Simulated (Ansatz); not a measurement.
# Surface calculation: diamond C (110), 2 layers

The slab is cut from the diamond crystal, which needn't be the stable phase, as relaxed on PAW files (5.51 Å³/atom), with 16 Å of vacuum and a dipole correction:

```yaml
crystal:
  lattice:
    - [2.49731, 0.00000, 0.00000]
    - [0.00000, 3.53172, 0.00000]
    - [0.00000, 0.00000, 17.24870]
  atoms:
    - { symbol: C, position: [0.00000, 0.37500, 0.46380] }
    - { symbol: C, position: [0.50000, 0.12500, 0.46380] }
    - { symbol: C, position: [0.50000, 0.87500, 0.53620] }
    - { symbol: C, position: [0.00000, 0.62500, 0.53620] }
```

Computed with Ansatz 0.2.0; functional LDA, scalar-relativistic. Settings: a Γ-centred 10×7×1 k mesh, Fermi–Dirac smearing of 0.02 eV, no spin polarisation. Methods: LAPW: all electrons, basis error target 1 meV/atom; PAW: frozen-core files, cutoff 420 eV.

The bulk energy comes from a cell in the slab's orientation on a 10×7×10 mesh. The surface energy is (E(slab) − N·E(bulk))/2A at zero smearing, the mean of both faces; thin slabs carry quantum-size effects.

The PAW files were made under PBE. Real surfaces of this kind reconstruct, which a 1×1 cell forbids.

Task: As cut, the LAPW slab lies 6.725 eV above 4 atoms of bulk. What surface energy is that?

Result: Over two faces of 8.82 Å² it is 381.3 meV/Å², and times 16.02 J/m² per eV/Å² that gives γ = 6.109 J/m².

| method | γ as cut (J/m²) | γ relaxed (J/m²) |
| --- | --- | --- |
| LAPW | 6.109 | ? |

Task: Give the missing entry: row "LAPW", column "γ relaxed (J/m²)".

Result: 3.256.

Task: How do the spacings between the planes relax?

Result: From the bottom face up: d12 -51.8 % of 1.249 Å.

Task: What changes if the vacuum is set to 7 Å?

Result: LAPW then gives: no gap, work function 3.73 eV; PAW: no gap, work function 3.68 eV. The program warns that the vacuum is too thin.
